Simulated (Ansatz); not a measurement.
PbS, in the lowest among the structures calculated here: Fm-3m (No. 225), cF8, rock salt type; a = 5.9740 Å, b = 5.9740 Å, c = 5.9740 Å, α = 90.00°, β = 90.00°, γ = 90.00°; Pb 4b (0.500, 0.500, 0.500); S 4a (0.000, 0.000, 0.000). All values below come from r2SCAN (plane waves to 500 eV, PAW, scalar-relativistic; Ansatz, a program for electronic structure). Element references, the lowest calculated here: S (Fddd), Pb (Fm-3m).

Problem. Predict the formation energy of this Fm-3m form of PbS from the elements from r2SCAN.

Solution. -0.66 eV/atom.

Static energies, no anion corrections, no zero-point energy. Values are rounded to 0.01 eV/atom. Spin-orbit coupling is missing from these energies, which matters for elements this heavy. The compounds carry no spin polarisation.
